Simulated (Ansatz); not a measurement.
Zr$_{5}$Sn$_{3}$S in space group P6_3/mcm (No. 193; Zr on 4d, Zr on 6g, Sn on 6g, S on 2b), the program Ansatz at the PBE level (PAW), all energies at zero smearing, with the estimated change up to a 700 eV cutoff added, with one set of potentials and settings (totals compare only within such a set). Cell of 18 atoms (10 Zr, 6 Sn, 2 S): -79803.836 eV.

| element | reference phase | E (eV/atom) |
|---|---|---|
| Zr | P6_3/mmc, 2 atoms in the cell | -4183.8362 |
| Sn | Fd-3m, 2 atoms in the cell | -6024.2128 |
| S | Fddd, 32 atoms in the cell | -902.0599 |

Formation energy per atom, worked out: (-79803.836 − 10×(-4183.8362) − 6×(-6024.2128) − 2×(-902.0599))/18 = -0.893 eV/atom (-86 kJ per mol of atoms), at 0 K, without zero-point energy or fitted corrections.

The workflow started from a Materials Project entry (that database holds measured and hypothetical structures alike); the Crystallography Open Database copy checked does not list it. Its standing as an ambient phase is unchecked. The PBE relaxation kept the symmetry of its start; whether a distortion lowers the energy is not shown. No spin polarisation was allowed. The references are the lowest solids computed at this level, not always the standard phases. Spin–orbit coupling is left out wherever it is not named.

Potentials: the later of the program's two PAW sets.
